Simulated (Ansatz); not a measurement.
Relaxed-ion elastic tensor of LiH (rock salt, Fm-3m) in GPa (Voigt order), PBE (plane waves, PAW; program Ansatz); density 0.82 g/cm³, 8.04 Å³ per atom.

|  | 1 | 2 | 3 | 4 | 5 | 6 |
|---|---|---|---|---|---|---|
| 1 | 83.2 | 13.0 | 13.0 | 0.0 | 0.0 | 0.0 |
| 2 | 13.0 | 83.2 | 13.0 | 0.0 | 0.0 | 0.0 |
| 3 | 13.0 | 13.0 | 83.2 | 0.0 | 0.0 | 0.0 |
| 4 | 0.0 | 0.0 | 0.0 | 48.7 | 0.0 | 0.0 |
| 5 | 0.0 | 0.0 | 0.0 | 0.0 | 48.7 | 0.0 |
| 6 | 0.0 | 0.0 | 0.0 | 0.0 | 0.0 | 48.7 |

Q: Is the crystal mechanically stable?

A: Yes: the smallest eigenvalue of C is 48.7 GPa.

Q: Work out the Voigt, Reuss and Hill averages.

A: K_V = 36.4, K_R = 36.4, K_H = 36.4; G_V = 43.3, G_R = 42.2, G_H = 42.7 GPa.

Q: Give Young's modulus, Poisson's ratio, Pugh's ratio and the universal anisotropy index.

A: E = 9KG/(3K + G) = 92.1 GPa; ν = 0.08; K/G = 0.85 (brittle by the Pugh limit of 1.75); A_U = 5G_V/G_R + K_V/K_R − 6 = 0.13.

Q: Estimate the sound speeds and the Debye temperature.

A: v_l = √((K + 4G/3)/ρ) = 10700 m/s, v_t = √(G/ρ) = 7210 m/s, mean 7870 m/s; Θ = (h/k)(3n/4πV)^(1/3) v_m = 1170 K.

Q: Give the Zener ratio and Young's modulus along [100], [110] and [111].

A: A = 2C44/(C11 − C12) = 1.39; 1/E = S11 − 2(S11 − S12 − S44/2)Γ with Γ = 0, 1/4, 1/3 gives 79.7, 94.7, 101 GPa.

The cell was relaxed with PBE under the symmetry of its start; phonons on a q-mesh show no instability.

Potentials: the later of the program's two PAW sets.
